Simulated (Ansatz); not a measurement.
Relaxed-ion elastic tensor of LaNbN$_{3}$ (cubic perovskite, Pm-3m) in GPa (Voigt order), the program Ansatz at the r²SCAN level (PAW); density 6.64 g/cm³, 13.69 Å³ per atom.

```
 406   109   109   0.0   0.0   0.0
 109   406   109   0.0   0.0   0.0
 109   109   406   0.0   0.0   0.0
 0.0   0.0   0.0  78.4   0.0   0.0
 0.0   0.0   0.0   0.0  78.4   0.0
 0.0   0.0   0.0   0.0   0.0  78.4
```

Q: Is the crystal mechanically stable?

A: Yes: the smallest eigenvalue of C is 78.4 GPa.

Q: Work out the Voigt, Reuss and Hill averages.

A: K_V = 208, K_R = 208, K_H = 208; G_V = 106, G_R = 96.6, G_H = 102 GPa.

Q: Give Young's modulus, Poisson's ratio, Pugh's ratio and the universal anisotropy index.

A: E = 9KG/(3K + G) = 262 GPa; ν = 0.29; K/G = 2.05 (ductile by the Pugh limit of 1.75); A_U = 5G_V/G_R + K_V/K_R − 6 = 0.51.

Q: Estimate the sound speeds and the Debye temperature.

A: v_l = √((K + 4G/3)/ρ) = 7190 m/s, v_t = √(G/ρ) = 3910 m/s, mean 4360 m/s; Θ = (h/k)(3n/4πV)^(1/3) v_m = 543 K.

The start of the workflow was typed in or built on a structure type; neither database checked (COD, Materials Project) lists it. Whether it is the stable phase at ambient conditions was not checked. The r²SCAN relaxation kept the symmetry of its start, as lowered by the spin order; its stability against distortions is not shown here. Magnetic state: ferrimagnetic, the only order run, not a proven ground state. The cell computed holds one magnetic atom, so no antiferromagnetic order was within reach. Other orbital occupations within this spin state were not tried. No Hubbard U is applied. As this level gives no gap, shear constants depend on the k-mesh and smearing (Fermi–Dirac, 0.1 eV here). Scalar-relativistic: spin–orbit coupling is off unless named, which matters more the heavier the elements.

Potentials: the later of the program's two PAW sets.
